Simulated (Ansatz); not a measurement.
Level of theory: Ansatz 0.2.0, DFT PBE, scalar-relativistic, plane waves, PAW. Settings: cutoff 420 eV, Γ-centred meshes spaced at most about 0.3 Å⁻¹, and about 0.25 Å⁻¹ or finer for metals (2π included), Gaussian smearing. No spin polarisation in the final relaxations.

All energies are static (0 K, no zero-point motion). All come from trial cells, and lower structures may exist.

**Question.** These unrelaxed guesses for ScInSbP3 are each relaxed within their symmetry. Order them by the energy at which they end, lowest first.
A.

Space group P-6m2 (No. 187). a = 5.377 Å, b = 5.377 Å, c = 6.419 Å, α = 90.00°, β = 90.00°, γ = 120.00°
| atom | site | symmetry | x | y | z |
| --- | --- | --- | --- | --- | --- |
| Sc | 1e | -6m2 | 0.6667 | 0.3333 | 0.0000 |
| In | 1d | -6m2 | 0.3333 | 0.6667 | 0.5000 |
| Sb | 1b | -6m2 | 0.0000 | 0.0000 | 0.5000 |
| P | 3j | mm2 | 0.1418 | 0.8582 | 0.0000 |

B.

Space group P-6m2 (No. 187). a = 4.743 Å, b = 4.743 Å, c = 7.529 Å, α = 90.00°, β = 90.00°, γ = 120.00°
| atom | site | symmetry | x | y | z |
| --- | --- | --- | --- | --- | --- |
| Sc | 1b | -6m2 | 0.0000 | 0.0000 | 0.5000 |
| In | 1f | -6m2 | 0.6667 | 0.3333 | 0.5000 |
| Sb | 1a | -6m2 | 0.0000 | 0.0000 | 0.0000 |
| P | 2h | 3m. | 0.3333 | 0.6667 | 0.1517 |
| P | 1d | -6m2 | 0.3333 | 0.6667 | 0.5000 |

C.

Space group P4/mmm (No. 123). a = 4.995 Å, b = 4.995 Å, c = 5.876 Å, α = 90.00°, β = 90.00°, γ = 90.00°
| atom | site | symmetry | x | y | z |
| --- | --- | --- | --- | --- | --- |
| Sc | 1a | 4/mmm | 0.0000 | 0.0000 | 0.0000 |
| In | 1d | 4/mmm | 0.5000 | 0.5000 | 0.5000 |
| Sb | 1b | 4/mmm | 0.0000 | 0.0000 | 0.5000 |
| P | 2f | mmm. | 0.0000 | 0.5000 | 0.0000 |
| P | 1c | 4/mmm | 0.5000 | 0.5000 | 0.0000 |

**Answer.** C (ends in P4/mmm, 0 meV/atom), A (ends in P-6m2, 48 meV/atom), B (ends in P-6m2, 0.33 eV/atom).

Spin–orbit coupling, which can matter for Sb, is left out. A magnetic state wasn't ruled out in cells without spin, among them P-6m2 at 24.0 Å³/atom. Cells relaxed within their symmetry can be saddle points. Some candidate types were left out of the draw beforehand, so a known form may be missing.
